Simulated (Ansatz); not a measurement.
HfGeTe:
```xyz
6
Lattice="3.7317 0.0000 0.0000 0.0000 3.7317 0.0000 0.0000 0.0000 10.2001" Properties=species:S:1:pos:R:3 pbc="T T T"
Hf     0.0000     1.8659     8.0757
Hf     1.8659     0.0000     2.1245
Ge     0.0000     0.0000     0.0000
Ge     1.8659     1.8659     0.0000
Te     1.8659     0.0000     6.7377
Te     0.0000     1.8659     3.4625
```

Relaxed with r²SCAN.

Q: Which orbitals make up the states near the Fermi level in the program Ansatz at the r²SCAN level (PAW)?

A: Within 0.5 eV of the Fermi level: Hf 5d 60 %, Ge 4p 20 %, Te 5p 11 %. Projections are on Löwdin-orthogonalised atomic valence shells; empty p or d shells of many metals are not among them.

Q: Tabulate the density of states.

A: States/eV per cell of 6 atoms, in 0.25 eV bins, energy from the Fermi level.

```tsv
E (eV)	total	Hf 5d	Te 5p	Ge 4p
-7.85	0.55	0.09	0.00	0.14
-7.60	0.44	0.07	0.00	0.12
-7.35	0.41	0.07	0.00	0.11
-7.10	0.34	0.06	0.00	0.10
-6.85	0.32	0.05	0.00	0.09
-6.60	0.28	0.05	0.00	0.08
-6.35	0.24	0.04	0.00	0.07
-6.10	0.23	0.04	0.00	0.07
-5.85	1.37	0.19	0.40	0.48
-5.60	2.83	0.40	1.18	0.71
-5.35	4.33	0.64	1.70	1.12
-5.10	3.00	0.45	1.24	0.70
-4.85	1.89	0.32	1.10	0.21
-4.60	2.67	0.45	1.39	0.51
-4.35	2.92	0.58	1.50	0.53
-4.10	3.45	0.70	1.92	0.52
-3.85	3.26	0.69	1.83	0.49
-3.60	3.38	0.72	1.73	0.66
-3.35	3.44	0.76	1.64	0.78
-3.10	4.03	0.91	1.78	1.05
-2.85	4.72	1.08	2.03	1.29
-2.60	5.10	1.24	2.44	1.09
-2.35	4.50	1.09	2.29	0.83
-2.10	5.63	1.84	2.08	1.45
-1.85	6.85	2.41	2.56	1.60
-1.60	5.21	1.81	1.93	1.27
-1.35	6.14	2.29	2.23	1.41
-1.10	2.00	0.58	0.77	0.53
-0.85	0.98	0.34	0.21	0.33
-0.60	1.31	0.62	0.19	0.36
-0.35	1.15	0.62	0.14	0.27
-0.10	0.97	0.55	0.12	0.21
0.15	1.25	0.78	0.13	0.24
0.40	1.39	0.94	0.14	0.22
0.65	1.77	1.26	0.16	0.23
0.90	2.05	1.53	0.15	0.18
1.15	3.30	2.42	0.17	0.22
1.40	4.38	3.21	0.25	0.22
1.65	3.02	1.99	0.24	0.17
1.90	1.83	1.28	0.22	0.10
2.15	1.45	0.96	0.15	0.13
2.40	4.69	2.82	0.69	0.51
2.65	7.07	4.00	0.89	0.79
2.90	6.62	3.86	0.69	0.67
3.15	6.83	4.19	0.78	0.62
3.40	7.78	5.07	0.66	0.61
3.65	6.18	3.81	0.53	0.51
3.90	3.03	1.56	0.39	0.28
4.15	2.52	1.20	0.40	0.27
4.40	3.59	1.65	0.55	0.49
4.65	5.52	2.00	0.78	0.88
```

Space group P4/nmm. The first step of the workflow began from a Materials Project structure, measured or hypothetical; the Crystallography Open Database files this formula in space group No. 129, but the cells were not matched. Its standing as an ambient phase is unchecked. The r²SCAN relaxation kept the symmetry of its start; its stability against distortions is not shown here. No spin polarisation was allowed. A crystal of weakly bound layers computed without a dispersion correction: the cell and the soft elastic constants depend strongly on that. Spin–orbit coupling is left out wherever it is not named.

Potentials: the later of the program's two PAW sets.
